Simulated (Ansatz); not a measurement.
BAs (zinc blende, F-43m), the program Ansatz at the LDA level (PAW), all energies at zero smearing, with the estimated change up to a 700 eV cutoff added, with one set of potentials and settings (totals compare only within such a set). Cell of 2 atoms (1 As, 1 B): -4923.532 eV.

```
element             reference phase  E (eV/atom)
-------  --------------------------  -----------
As        R-3m, 2 atoms in the cell   -4773.6736
B        R-3m, 12 atoms in the cell    -149.7758
```

Formation energy per atom, worked out: (-4923.532 − 1×(-4773.6736) − 1×(-149.7758))/2 = -0.041 eV/atom (-4 kJ per mol of atoms), at 0 K, without zero-point energy or fitted corrections.

Symmetry was held in the LDA relaxation; phonons on a q-mesh show no instability. The references are the lowest solids computed at this level, not always the standard phases.

Potentials: the later of the program's two PAW sets.
